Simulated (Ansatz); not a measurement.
A (100) slab of Ca (P6_3/mmc (No. 194)), 8 planes, outer planes Ca (top) and Ca (bottom), with 8 atoms (Ca8) in a surface cell of A = 24.433 Å², as cut from the bulk:

```
CELL_PARAMETERS angstrom
3.85366 0.00000 0.00000
0.00000 6.34019 0.00000
0.00000 0.00000 27.23700
ATOMIC_POSITIONS crystal
Ca 0.00000 0.25000 0.27536
Ca 0.00000 0.75000 0.35705
Ca 0.50000 0.25000 0.39789
Ca 0.50000 0.75000 0.47958
Ca 0.00000 0.25000 0.52042
Ca 0.00000 0.75000 0.60211
Ca 0.50000 0.25000 0.64295
Ca 0.50000 0.75000 0.72464
```

These are results of DFT PBEsol, scalar-relativistic, plane waves, PAW in Ansatz, not measurements. Cutoff 420 eV; k points 9×6×1 on the computed 8-atom cell (Γ-centred); Gaussian smearing, width 0.10 eV; no spin polarisation. The cell repeats along c with a dipole correction in the vacuum.

Against the same 8 atoms in the bulk, the slab as cut lies 2.059 eV higher and the relaxed slab 2.022 eV higher.

Question: Work out the surface energy before and after relaxation.

Answer: The slab has two faces, so γ = (E_slab − N·E_bulk)/(2A), the mean of both. As cut: 2.059/(2 × 24.433) = 0.0421 eV/Å², and 1 eV/Å² = 16.02 J/m², so γ = 0.68 J/m². Relaxed: 2.022/(2 × 24.433) = 0.0414 eV/Å² = 0.66 J/m². Relaxation recovers 1.8 % of the cost of cutting.

Question: What is the ideal work of this cut, per area?

Answer: Griffith's ideal work is 2γ: 1.35 J/m² if the new faces stay rigid, 1.33 J/m² if they relax. Other cuts parallel to this plane can cost less. One thickness was run, 8 planes, so γ can still shift with it.

The reference crystal is a form of Ca, which isn't its usual structure.